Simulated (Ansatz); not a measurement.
Every step of a relaxation of BiW (CsCl type)

DFT, PBE, PAW with Ansatz's default frozen-core files, scalar-relativistic (Ansatz 0.2.0); a Γ-centred 12×12×12 k mesh, Fermi–Dirac smearing of 0.1 eV, no spin polarisation. The run relaxes cell and atoms at a target pressure of 38 GPa.

Command: `ansatz run input.yaml --threads 1 --pin off --max-ram 3584MiB --backend cpu --events-out ev --progress --plain --runs-dir out` It took 20 s on 1 thread of Arm Neoverse V2, on a shared host, peak memory 0.35 GiB.

PAW: frozen-core files, cutoff 420 eV; forces are relaxed below 0.005 eV/Å.

Each step lists its enthalpy F + pV a cell above the last geometry, the pressure, the cell vectors (Å), and Cartesian positions (Å) with forces (eV/Å).

The first step:

```
step 1  dH = 88.90 meV  P = 23.4 GPa
  cell 3.3051 0.0000 0.0000  0.0000 3.3051 0.0000  0.0000 0.0000 3.3051
  W 0.0000 0.0000 0.0000   0.0000 0.0000 0.0000
  Bi 1.6525 1.6525 1.6525   0.0000 0.0000 0.0000
```

Spin–orbit coupling is left out, which matters for the heavy atoms.

The symmetry of the start is kept and no stability test is made, so the end need not be the stable phase.

Task: Where does the relaxation end, and by which steps?

Result: After 5 geometries, with conventional a, b, c = 3.248, 3.248, 3.248 Å, at 17.129 Å³/atom (-5.11 % against the start) in space group Pm-3m, with a shortest distance of 2.813 Å. The further steps:
```
step 2  dH = 334.85 meV  P = 74.8 GPa  (not accepted)
  cell 3.1440 0.0000 0.0000  0.0000 3.1440 0.0000  0.0000 0.0000 3.1440
  W 0.0000 0.0000 0.0000   0.0000 0.0000 0.0000
  Bi 1.5720 1.5720 1.5720   0.0000 0.0000 0.0000
step 3  dH = 1.97 meV  P = 35.7 GPa
  cell 3.2559 0.0000 0.0000  0.0000 3.2559 0.0000  0.0000 0.0000 3.2559
  W 0.0000 0.0000 0.0000   0.0000 0.0000 0.0000
  Bi 1.6280 1.6280 1.6280   0.0000 0.0000 0.0000
step 4  dH = 0.00 meV  P = 38.2 GPa
  cell 3.2471 0.0000 0.0000  0.0000 3.2471 0.0000  0.0000 0.0000 3.2471
  W 0.0000 0.0000 0.0000   0.0000 0.0000 0.0000
  Bi 1.6236 1.6236 1.6236   0.0000 0.0000 0.0000
step 5  dH = 0.00 meV  P = 38.0 GPa
  cell 3.2478 0.0000 0.0000  0.0000 3.2478 0.0000  0.0000 0.0000 3.2478
  W 0.0000 0.0000 0.0000   0.0000 0.0000 0.0000
  Bi 1.6239 1.6239 1.6239   0.0000 0.0000 0.0000
step 6  dH = 0.92 meV  P = 38.0 GPa  (same geometry on a basis chosen anew; earlier energies don't compare to the last digit)
  cell 3.2478 0.0000 0.0000  0.0000 3.2478 0.0000  0.0000 0.0000 3.2478
  W 0.0000 0.0000 0.0000   0.0000 0.0000 0.0000
  Bi 1.6239 1.6239 1.6239   0.0000 0.0000 0.0000
```
